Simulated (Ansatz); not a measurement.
## SnO: from a starting cell to a relaxed one

The start is a relaxed SnO cell with every coordinate shifted by Gaussian noise of σ = 0.45 Å. Cell shape, volume and atoms are optimised at zero target pressure with r2SCAN (plane waves to 500 eV, PAW, scalar-relativistic; Ansatz, a quantum-chemistry and plane-wave program). The first steps use a coarse 6×6×5 k-mesh.

Initial structure:
```yaml
crystal:
  lattice:
    - [3.80745, 0.00000, 0.00000]
    - [0.00000, 3.80745, 0.00000]
    - [0.00000, 0.00000, 4.94155]
  atoms:
    - { symbol: Sn, position: [0.61359, 0.02438, 0.21658] }
    - { symbol: Sn, position: [0.03161, 0.54817, 0.56525] }
    - { symbol: O, position: [0.97465, 0.08763, 0.97113] }
    - { symbol: O, position: [0.58455, 0.51155, 0.14377] }
```

Q: How large is the pressure on the unrelaxed cell, and of which sign?

A: +10.3 GPa (positive: the cell is compressed).

Q: How much energy is released per atom?

A: 1.03 eV/atom.

Q: Is the parent structure recovered?

A: The parent structure is recovered, P4/nmm (No. 129).

Q: How do the shortest distances between atoms change?

A: The closest pairs of elements (up to four, under 3.6 Å), start → end: O–Sn 1.85 → 2.22 Å; O–O 2.35 → 2.69 Å; Sn–Sn 2.96 → 3.54 Å.

Final structure:

```cif
data_O2Sn2
_chemical_formula_sum 'Sn2 O2'
_space_group_name_H-M_alt 'P4/nmm :1'
_space_group_IT_number 129
_space_group_name_Hall 'P 4ab 2ab -1ab'
_cell_length_a 3.80736
_cell_length_b 3.80736
_cell_length_c 4.94098
_cell_angle_alpha 90.000
_cell_angle_beta 90.000
_cell_angle_gamma 90.000
loop_
_space_group_symop_operation_xyz
  'x, y, z'
  '-y+1/2, x+1/2, z'
  '-x, -y, z'
  'y+1/2, -x+1/2, z'
  'x+1/2, -y+1/2, -z'
  '-y, -x, -z'
  '-x+1/2, y+1/2, -z'
  'y, x, -z'
  '-x+1/2, -y+1/2, -z'
  'y, -x, -z'
  'x+1/2, y+1/2, -z'
  '-y, x, -z'
  '-x, y, z'
  'y+1/2, x+1/2, z'
  'x, -y, z'
  '-y+1/2, -x+1/2, z'
loop_
_atom_site_label
_atom_site_type_symbol
_atom_site_symmetry_multiplicity
_atom_site_Wyckoff_symbol
_atom_site_fract_x
_atom_site_fract_y
_atom_site_fract_z
_atom_site_occupancy
Sn1 Sn 2 c 0.00000 0.50000 0.26778 1
O1 O 2 b 0.50000 0.50000 0.50000 1
```

Final values are on a 9×9×7 k-mesh of the relaxed cell. No spin polarisation in the result.
